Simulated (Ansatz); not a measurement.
The cell of Ge2Pd is invented: random cell by space group and Wyckoff sites (P6/mmm, No. 191). Lengths were set from tabulated atomic sizes, so they are only a guess.

```
Ge Pd
1.0
     3.51477    0.00000    0.00000
    -1.75739    3.04388    0.00000
     0.00000    0.00000    6.03228
Ge Pd
2 1
Direct
  0.00000 0.00000 0.29087
  0.00000 0.00000 0.70913
  0.00000 0.00000 0.00000
```

These are results of DFT PBE, scalar-relativistic, plane waves, PAW in Ansatz 0.2.0, not measurements. Cutoff 420 eV, Gaussian smearing, Γ-centred meshes. Cell and atoms relax first on a coarse mesh and then on a finer one. In between, the cell is made exact in the group found at 0.06 Å. In metals the finer mesh still leaves noise of several meV/atom or more. The steps can't lower the symmetry of their start. No spin polarisation in the relaxation; trial moments died out in a coarse test.

A guess keeps its type if space group and coordination stay and the shape of the cell changes little (axis ratios within about 15 %, angles within 6°); the volume may change.

Problem. Does this structure survive the relaxation?

Solution. It doesn't keep its type. The symmetry stays P6/mmm (No. 191). The volume per atom shrinks by 15.0 %, from 21.5 to 18.3 Å³. The shortest distance goes from 1.75 Å (Ge–Pd) to 2.50 Å (Ge–Pd). The ratio c/a of the conventional cell changes by a factor of 1.62. Counting neighbours within 15 % of an atom's shortest distance, the start has Ge 1, Pd 2 and the end Ge 7, Pd 8. In detail, at the end Ge has 1 Pd at 2.50 Å and 7 Ge at 2.84–2.88 Å; Pd has 2 Ge at 2.50 Å and 6 Pd at 2.84 Å.

```yaml
crystal:
  lattice:
    - [2.83676, 0.00000, 0.00000]
    - [-1.41838, 2.45670, 0.00000]
    - [0.00000, 0.00000, 7.86929]
  atoms:
    - { symbol: Ge, position: [0.00000, 0.00000, 0.31715] }
    - { symbol: Ge, position: [0.00000, 0.00000, 0.68285] }
    - { symbol: Pd, position: [0.00000, 0.00000, 0.00000] }
```

Energies over the elements count from the elements' standard structures at the same level, with no fitted energy shifts.

Problem. At what energy does it end?

Solution. +0.09 eV/atom. The separate elements lie lower, so it is unstable against them.

The last run used an 18×18×6 mesh (in the run's order of axes) for its 3-atom cell and Gaussian smearing of 0.10 eV. A structure relaxed within its symmetry needn't be a true minimum.
